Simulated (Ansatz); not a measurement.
Polymorphs of Tl, each relaxed with r²SCAN (plane waves, PAW; program Ansatz):

A: dhcp (α-La type) (P6_3/mmc)
a = b = 3.4890 Å, c = 11.3331 Å, α = β = 90.00°, γ = 120.00°

| atom | site | symmetry | x | y | z |
|---|---|---|---|---|---|
| Tl | 2a | -3m. | 0.0000 | 0.0000 | 0.0000 |
| Tl | 2c | -6m2 | 0.3333 | 0.6667 | 0.2500 |

B: 9R (Sm type) (R-3m)
a = 3.5679 Å, b = 3.5679 Å, c = 24.6344 Å, α = 90.00°, β = 90.00°, γ = 120.00°

```
atom  site  symmetry       x       y       z
----  ----  --------  ------  ------  ------
Tl      3a       -3m  0.0000  0.0000  0.0000
Tl      6c        3m  0.0000  0.0000  0.2208
```

C: bcc (W type) (Im-3m)
a = 3.9201 Å, b = 3.9201 Å, c = 3.9201 Å, α = 90.00°, β = 90.00°, γ = 90.00°

```json
[
 {"atom": "Tl", "site": "2a", "symmetry": "m-3m", "x": "0.0000", "y": "0.0000", "z": "0.0000"}
]
```

### Question
Order them by energy per atom at 0 K (lowest first) at the level r²SCAN.

### Answer
C (+0 meV/atom), B (+6 meV/atom), A (+11 meV/atom)

Not the usual ambient phase: A; B; C. All cells were relaxed under the symmetry of their starts (and spin orders); stability against distortions was not tested throughout. Scalar-relativistic: spin–orbit coupling is off unless named, which matters more the heavier the elements.

Energies hold the estimated change up to a 700 eV cutoff; steps of a few meV lie near the error of the meshes.

Potentials: the later of the program's two PAW sets.
